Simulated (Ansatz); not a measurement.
An Ansatz (a program for electronic structure) run. Input:

Ansatz 0.2 input:
```yaml
crystal:
  lattice:
    - [0.0, 2.2861883827, 2.2861883827]
    - [2.2861883827, 0.0, 2.2861883827]
    - [2.2861883827, 2.2861883827, 0.0]
  atoms:
    - { symbol: C, position: [0.0, 0.0, 0.0] }
    - { symbol: Hf, position: [0.5, 0.5, 0.5] }
kpoints:
  mp_grid: { grid: [32, 32, 32] }
hamiltonian:
  xc: lda
  pseudopotentials: { kind: paw }
scf:
  occupations: { method: fermi_dirac, width: 0.1 }
elastic: { mode: relaxed_ion, stencil: two_point, amplitude: 0.005, f_tol: 0.0005 }
```

Output (shortened):

```
Pseudopotential: C, paw, valence charge 4
Pseudopotential: Hf, paw, valence charge 26
Functional definition: SPW92
Crystal: 2 atoms, lattice volume = 23.898 Å³
Basis set: ecut = 420 eV, 459 PW (Γ)
Bands: 19, of which v1, the nominal top of the filled ones, is band 15 counted from 1 (14 counted from 0)
Symmetry: 48 space group operations
Space group: Fm-3m (ITA 225), of the structure as read, at distance tolerance 2.9e-5 Å
k-points: 897 of 32768
SCF iter   1: F=—  HF=-15721.887659 eV  |F-HF|=—  |Δ(HF+E_count)|=         —  Δρ=8.44e-3  dr2=2.01e-2  ethr=1.77e-3  ⟨swp⟩=4.9  Hψ=70452  notcnv=0
preconditioner: auto → Kerker (q_TF=auto, 2.834 Å⁻¹)
SCF iter   2: F=—  HF=-15721.883128 eV  |F-HF|=—  |Δ(HF+E_count)|=   4.53e-3  Δρ=3.71e-3  dr2=2.42e-3  ethr=6.71e-5  ⟨swp⟩=1.0  Hψ=24398  notcnv=0
SCF iter   3: F=—  HF=-15721.882708 eV  |F-HF|=—  |Δ(HF+E_count)|=   4.20e-4  Δρ=1.48e-3  dr2=3.28e-4  ethr=8.08e-6  ⟨swp⟩=2.0  Hψ=26487  notcnv=0
SCF iter   4: F=—  HF=-15721.882512 eV  |F-HF|=—  |Δ(HF+E_count)|=   1.95e-4  Δρ=8.68e-4  dr2=7.78e-5  ethr=1.09e-6  ⟨swp⟩=2.1  Hψ=28023  notcnv=0
SCF iter   5: F=—  HF=-15721.882502 eV  |F-HF|=—  |Δ(HF+E_count)|=   1.01e-5  Δρ=1.39e-4  dr2=1.85e-6  ethr=2.59e-7  ⟨swp⟩=2.1  Hψ=30437  notcnv=0
SCF iter   6: F=—  HF=-15721.882503 eV  |F-HF|=—  |Δ(HF+E_count)|=   9.93e-7  Δρ=3.63e-5  dr2=2.15e-7  ethr=6.17e-9  ⟨swp⟩=3.6  Hψ=36720  notcnv=0
SCF iter   7: F=—  HF=-15721.882503 eV  |F-HF|=—  |Δ(HF+E_count)|=   4.99e-7  Δρ=1.48e-5  dr2=3.72e-8  ethr=7.15e-10  ⟨swp⟩=2.9  Hψ=34354  notcnv=0
SCF iter   8: F=—  HF=-15721.882503 eV  |F-HF|=—  |Δ(HF+E_count)|=   4.26e-8  Δρ=4.77e-6  dr2=3.81e-9  ethr=1.24e-10  ⟨swp⟩=2.2  Hψ=31159  notcnv=0
SCF iter  11: F=-15721.882503 eV  HF=-15721.882503 eV  |F-HF|=1.82e-12  |Δ(HF+E_count)|=  7.28e-12  Δρ=8.81e-9  dr2=9.72e-15  ethr=1.00e-12  ⟨swp⟩=5.2  Hψ=72078  notcnv=0
SCF 1 converged in 11 iterations: F = -15721.882503 eV  dr2 = 9.72e-15
Crystal: 2 atoms, lattice volume = 23.779 Å³
Symmetry: 16 space group operations
k-points: 2393 of 32768
iter 1 solved again at ethr=1.19e-6 eV; its pass at ethr=3.10e-3 eV (dr2=3.56e-4 eV) is discarded
SCF iter   1: F=—  HF=-15721.881497 eV  |F-HF|=—  |Δ(HF+E_count)|=         —  Δρ=1.24e-3  dr2=3.74e-4  ethr=1.19e-6  ⟨swp⟩=2.0  Hψ=254932  notcnv=0
preconditioner: auto → Kerker (q_TF=auto, 2.836 Å⁻¹)
SCF iter   2: F=—  HF=-15721.881404 eV  |F-HF|=—  |Δ(HF+E_count)|=   9.32e-5  Δρ=6.21e-4  dr2=9.14e-5  ethr=1.19e-6  ⟨swp⟩=2.0  Hψ=53508  notcnv=0
SCF iter   3: F=—  HF=-15721.881371 eV  |F-HF|=—  |Δ(HF+E_count)|=   3.35e-5  Δρ=1.80e-4  dr2=8.53e-6  ethr=3.05e-7  ⟨swp⟩=2.1  Hψ=70396  notcnv=0
SCF iter   4: F=—  HF=-15721.881365 eV  |F-HF|=—  |Δ(HF+E_count)|=   5.20e-6  Δρ=9.65e-5  dr2=1.91e-6  ethr=2.84e-8  ⟨swp⟩=2.0  Hψ=81482  notcnv=0
SCF iter   5: F=—  HF=-15721.881364 eV  |F-HF|=—  |Δ(HF+E_count)|=   1.55e-6  Δρ=3.46e-5  dr2=1.45e-7  ethr=6.38e-9  ⟨swp⟩=2.0  Hψ=81112  notcnv=0
SCF iter   6: F=—  HF=-15721.881364 eV  |F-HF|=—  |Δ(HF+E_count)|=   2.94e-9  Δρ=6.24e-6  dr2=5.64e-9  ethr=4.83e-10  ⟨swp⟩=2.0  Hψ=78639  notcnv=0
SCF iter   7: F=—  HF=-15721.881364 eV  |F-HF|=—  |Δ(HF+E_count)|=   1.27e-9  Δρ=1.04e-6  dr2=1.54e-10  ethr=1.88e-11  ⟨swp⟩=2.2  Hψ=76525  notcnv=0
SCF iter   8: F=—  HF=-15721.881364 eV  |F-HF|=—  |Δ(HF+E_count)|=  7.28e-11  Δρ=2.30e-7  dr2=5.92e-12  ethr=5.14e-13 (applied; sched 1.00e-12)  ⟨swp⟩=2.1  Hψ=81272  notcnv=0
SCF iter  10: F=-15721.881364 eV  HF=-15721.881364 eV  |F-HF|=3.64e-12  |Δ(HF+E_count)|=  5.46e-12  Δρ=9.82e-9  dr2=1.84e-14  ethr=1.00e-12  ⟨swp⟩=5.0  Hψ=183435  notcnv=0
SCF 2 converged in 10 iterations: F = -15721.881364 eV  dr2 = 1.84e-14
Crystal: 2 atoms, lattice volume = 24.018 Å³
iter 1 solved again at ethr=2.32e-10 eV; its pass at ethr=3.10e-3 eV (dr2=6.96e-8 eV) is discarded
SCF iter   1: F=—  HF=-15721.881514 eV  |F-HF|=—  |Δ(HF+E_count)|=         —  Δρ=2.04e-5  dr2=1.05e-7  ethr=2.32e-10  ⟨swp⟩=3.4  Hψ=282010  notcnv=0
preconditioner: auto → Kerker (q_TF=auto, 2.831 Å⁻¹)
SCF iter   2: F=—  HF=-15721.881514 eV  |F-HF|=—  |Δ(HF+E_count)|=   2.34e-8  Δρ=7.68e-6  dr2=1.05e-8  ethr=2.32e-10  ⟨swp⟩=2.0  Hψ=57797  notcnv=0
SCF iter   3: F=—  HF=-15721.881514 eV  |F-HF|=—  |Δ(HF+E_count)|=   1.81e-9  Δρ=2.78e-6  dr2=1.16e-9  ethr=3.49e-11  ⟨swp⟩=2.0  Hψ=71372  notcnv=0
SCF iter   4: F=—  HF=-15721.881514 eV  |F-HF|=—  |Δ(HF+E_count)|=  4.80e-10  Δρ=1.78e-6  dr2=6.07e-10  ethr=3.88e-12  ⟨swp⟩=2.0  Hψ=80421  notcnv=0
SCF iter   5: F=—  HF=-15721.881514 eV  |F-HF|=—  |Δ(HF+E_count)|=  1.75e-10  Δρ=3.54e-7  dr2=3.42e-11  ethr=2.02e-12  ⟨swp⟩=2.2  Hψ=60917  notcnv=0
SCF iter   6: F=—  HF=-15721.881514 eV  |F-HF|=—  |Δ(HF+E_count)|=  7.28e-12  Δρ=1.05e-7  dr2=2.32e-12  ethr=1.14e-13 (applied; sched 1.00e-12)  ⟨swp⟩=2.0  Hψ=81492  notcnv=0
SCF iter   7: F=-15721.881514 eV  HF=-15721.881514 eV  |F-HF|=5.46e-12  |Δ(HF+E_count)|=  1.82e-12  Δρ=1.85e-8  dr2=7.42e-14  ethr=1.00e-12  ⟨swp⟩=4.1  Hψ=232348  notcnv=0
SCF 3 converged in 7 iterations: F = -15721.881514 eV  dr2 = 7.42e-14
Crystal: 2 atoms, lattice volume = 23.898 Å³
Symmetry: 8 space group operations
k-points: 4505 of 32768
iter 1 solved again at ethr=3.68e-8 eV; its pass at ethr=3.10e-3 eV (dr2=1.10e-5 eV) is discarded
SCF iter   1: F=—  HF=-15721.882170 eV  |F-HF|=—  |Δ(HF+E_count)|=         —  Δρ=3.05e-4  dr2=1.07e-5  ethr=3.68e-8  ⟨swp⟩=3.4  Hψ=531286  notcnv=0
preconditioner: auto → Kerker (q_TF=auto, 2.834 Å⁻¹)
SCF iter   2: F=—  HF=-15721.882169 eV  |F-HF|=—  |Δ(HF+E_count)|=   8.01e-7  Δρ=1.80e-4  dr2=3.96e-6  ethr=3.56e-8  ⟨swp⟩=1.0  Hψ=85645  notcnv=0
SCF iter   3: F=—  HF=-15721.882167 eV  |F-HF|=—  |Δ(HF+E_count)|=   2.43e-6  Δρ=1.19e-5  dr2=1.79e-8  ethr=1.32e-8  ⟨swp⟩=2.0  Hψ=105541  notcnv=0
SCF iter   4: F=—  HF=-15721.882167 eV  |F-HF|=—  |Δ(HF+E_count)|=   7.52e-8  Δρ=4.35e-6  dr2=4.02e-9  ethr=5.97e-11  ⟨swp⟩=2.3  Hψ=155439  notcnv=0
SCF iter   5: F=—  HF=-15721.882167 eV  |F-HF|=—  |Δ(HF+E_count)|=   4.43e-9  Δρ=1.75e-6  dr2=6.71e-10  ethr=1.34e-11  ⟨swp⟩=2.2  Hψ=154923  notcnv=0
SCF iter   6: F=—  HF=-15721.882167 eV  |F-HF|=—  |Δ(HF+E_count)|=  2.66e-10  Δρ=6.70e-7  dr2=9.20e-11  ethr=2.24e-12  ⟨swp⟩=2.6  Hψ=163880  notcnv=0
SCF iter   7: F=—  HF=-15721.882167 eV  |F-HF|=—  |Δ(HF+E_count)|=  1.82e-12  Δρ=1.32e-7  dr2=2.90e-12  ethr=3.07e-13 (applied; sched 1.00e-12)  ⟨swp⟩=2.1  Hψ=114460  notcnv=0
SCF iter   8: F=-15721.882167 eV  HF=-15721.882167 eV  |F-HF|=7.28e-12  |Δ(HF+E_count)|=  3.64e-12  Δρ=2.15e-8  dr2=5.89e-14  ethr=1.00e-12  ⟨swp⟩=4.4  Hψ=429441  notcnv=0
SCF 4 converged in 8 iterations: F = -15721.882167 eV  dr2 = 5.89e-14
Crystal: 2 atoms, lattice volume = 23.898 Å³
iter 1 solved again at ethr=1.01e-10 eV; its pass at ethr=3.10e-3 eV (dr2=3.04e-8 eV) is discarded
SCF iter   1: F=—  HF=-15721.882167 eV  |F-HF|=—  |Δ(HF+E_count)|=         —  Δρ=8.97e-6  dr2=2.12e-8  ethr=1.01e-10  ⟨swp⟩=3.6  Hψ=539773  notcnv=0
preconditioner: auto → Kerker (q_TF=auto, 2.834 Å⁻¹)
SCF iter   2: F=—  HF=-15721.882167 eV  |F-HF|=—  |Δ(HF+E_count)|=   4.38e-9  Δρ=3.78e-6  dr2=2.59e-9  ethr=7.06e-11  ⟨swp⟩=2.0  Hψ=104330  notcnv=0
SCF iter   3: F=—  HF=-15721.882167 eV  |F-HF|=—  |Δ(HF+E_count)|=  5.11e-10  Δρ=1.26e-6  dr2=1.88e-10  ethr=8.64e-12  ⟨swp⟩=2.6  Hψ=127677  notcnv=0
SCF iter   4: F=—  HF=-15721.882167 eV  |F-HF|=—  |Δ(HF+E_count)|=  9.09e-12  Δρ=5.27e-7  dr2=3.40e-11  ethr=6.28e-13 (applied; sched 1.00e-12)  ⟨swp⟩=2.1  Hψ=150540  notcnv=0
SCF iter   5: F=—  HF=-15721.882167 eV  |F-HF|=—  |Δ(HF+E_count)|=  3.64e-11  Δρ=1.00e-7  dr2=1.12e-12  ethr=1.13e-13 (applied; sched 1.00e-12)  ⟨swp⟩=2.2  Hψ=154560  notcnv=0
SCF iter   6: F=—  HF=-15721.882167 eV  |F-HF|=—  |Δ(HF+E_count)|=  3.64e-12  Δρ=2.01e-8  dr2=8.00e-14  ethr=1.00e-12  ⟨swp⟩=5.5  Hψ=380523  notcnv=0
SCF iter   7: F=-15721.882167 eV  HF=-15721.882167 eV  |F-HF|=0.00e0  |Δ(HF+E_count)|=  3.64e-12  Δρ=4.57e-9  dr2=4.38e-15  ethr=1.00e-12  ⟨swp⟩=4.9  Hψ=321849  notcnv=0
SCF 5 converged in 7 iterations: F = -15721.882167 eV  dr2 = 4.38e-15
SCF converged after 11 iterations
Free energy (F): -15721.882503 eV
Harris-Foulkes:  -15721.882503 eV  (|F-HF|=1.82e-12)
Internal energy: -15721.873003 eV  (E = F + TS)
E sigma→0 (E₀):  -15721.877753 eV
Entropy (-TS):   -0.009500 eV (-4.750 meV/atom)
Fermi energy:    20.916336 eV
--- Per-component energies (eV) ---
  E_band       = 138.772856
  E_kinetic    = 515.458872
  E_local      = -4865.912647  (includes V_loc(G=0)·N_el)
  E_nonlocal   = -1203.835590
  E_hartree    = 2308.120676
  E_xc         = -347.252546
  E_vxc        = -328.534814  (∫ρ·V_xc dr)
  E_paw        = -6778.176260  (= ΣΔE_a)
  E_vpaw       = 1405.355677  (= ΣTr[D̂ρ^β])
  E_aug_tail   = 0.000007  (compensation charges beyond the density's cutoff)
  E_ewald      = -5352.795591
  E_core_change = 2.520075  (= ΣΔE_core)
  E_smearing   = -0.009500  (= −TS)
  E_closure    = 0.000000  (closes the sum)
  Σ components = -15721.882503   (vs F -15721.882503, Δ=0.00e0)
  [band-id]    e_kinetic+e_local+e_nonlocal+2·e_hartree+e_vxc+e_vpaw+e_augmentation_tail = 138.772858   (vs E_band 138.772856, Δ=1.70e-6)
--- Forces (eV/Å), atoms counted from 1 ---
  atom   1  C      0.00000000     0.00000000     0.00000000
  atom   2  Hf     0.00000000     0.00000000     0.00000000
  max |Σ_I F_I| component: 0.0 eV/Å
--- Stress (GPa, compression-positive) ---
        0.073996       0.000000       0.000000
        0.000000       0.073996       0.000000
        0.000000       0.000000       0.073996
  P = ⅓ Tr σ = 0.0740 GPa (0.740 kbar)
--- Band table (eV; the first three rows and the last of 897) ---
  k-point 0: bands = ["-39.9981", "-8.4432", "-8.4432", "-8.4432", "8.4609", "9.9950", "9.9988", "9.9988", "9.9988", "10.0986", "10.0986", "10.0986", "22.0111", "22.0111", "22.0111", "22.1847", "22.1847", "22.1847", "24.3449"]
  k-point 1: bands = ["-39.9976", "-8.4518", "-8.4440", "-8.4440", "8.4874", "9.9954", "9.9991", "9.9995", "9.9995", "10.0980", "10.0980", "10.0987", "21.6495", "21.7944", "21.7944", "22.3028", "22.3028", "22.4852", "24.4965"]
  k-point 2: bands = ["-39.9961", "-8.4770", "-8.4464", "-8.4464", "8.5661", "9.9966", "10.0004", "10.0015", "10.0015", "10.0960", "10.0960", "10.0987", "21.1641", "21.4221", "21.4221", "22.4433", "22.4433", "22.7948", "24.8876"]
  k-point 896: bands = ["-39.9285", "-8.9474", "-8.9474", "-8.7400", "9.9702", "10.0290", "10.0371", "10.0371", "10.0649", "10.0667", "10.0667", "11.3584", "17.7937", "18.1615", "18.1615", "24.6573", "24.6573", "27.9073", "28.3348"]
--- Elastic constants: 2 strain directions × 2 members + reference (group order 48) ---
  dense FFT box of the reference and of every strained cell: 24×24×24
  strains applied: 11, 23; error gains: componentwise 1.00 (the most a stress slope's error grows in a printed constant), spectral 1.73 (1 for all six strains …
  C = ∂σ_k/∂η_j (tension-positive GPa; Voigt order 11 22 33 23 13 12):
       569.684    107.705    107.705      0.000      0.000      0.000
       107.705    569.684    107.705      0.000      0.000      0.000
       107.705    107.705    569.684      0.000      0.000      0.000
         0.000      0.000      0.000    178.647      0.000      0.000
         0.000      0.000      0.000      0.000    178.647      0.000
         0.000      0.000      0.000      0.000      0.000    178.647
  reference stress σ⁰ (GPa):     -0.074     -0.074     -0.074      0.000      0.000      0.000
  C* (energy form; C + prestress term) asymmetry max|C*_kj − C*_jk| = 5.684e-14 GPa — a small one proves nothing (zero by symmetry where the batch's group is …
  moduli (Voigt/Reuss/Hill, GPa): K = 261.70/261.70/261.70   G = 199.58/196.45/198.02   E = 474.40   ν = 0.198
  mechanically stable: yes (min eigenvalue of sym C = 178.65 GPa)
  where every solve meets its electron count the energy-path curvature estimates C_jj along a normal strain and C_jj − ¼(σ⁰_aa + σ⁰_bb) along a shear (ab), of …
  strain η (Voigt 11):  stress-route row diagonal C_11 = 569.68 GPa, energy-path curvature d²(F+E_count+ΔE)/dδ²/Ω₀ = 569.60 GPa
         δ    σ_11 (GPa)             F (eV)   n_scf  n_hpsi   n_pw
    -5.000e-3      -2.9968      -15721.8813639      10  1094016    487   relax 0 steps, max|allowed force component| 0.0 eV/Å
     5.000e-3       2.7000      -15721.8815138       7  913407    491   relax 0 steps, max|allowed force component| 0.0 eV/Å
  strain η (Voigt 23):  stress-route row diagonal C_44 = 178.65 GPa, energy-path curvature d²(F+E_count+ΔE)/dδ²/Ω₀ = 178.70 GPa
         δ    σ_23 (GPa)             F (eV)   n_scf  n_hpsi   n_pw
    -5.000e-3      -0.8932      -15721.8821668       8  1829271    487   relax 0 steps, max|allowed force component| 0.0 eV/Å
     5.000e-3       0.8932      -15721.8821668       7  1867972    487   relax 0 steps, max|allowed force component| 0.0 eV/Å
```

Cost: about 7 core-minutes (a rough figure) on shared cores.

The cell was relaxed with LDA under the symmetry of its start; of distortions, only those at the zone centre were tested. The run is not spin-polarised. As this level gives no gap, shear constants depend on the k-mesh and smearing (Fermi–Dirac, 0.1 eV here). Scalar-relativistic: spin–orbit coupling is off unless named, which matters more the heavier the elements.

Potentials: the later of the program's two PAW sets.

Ansatz is a plane-wave DFT program.
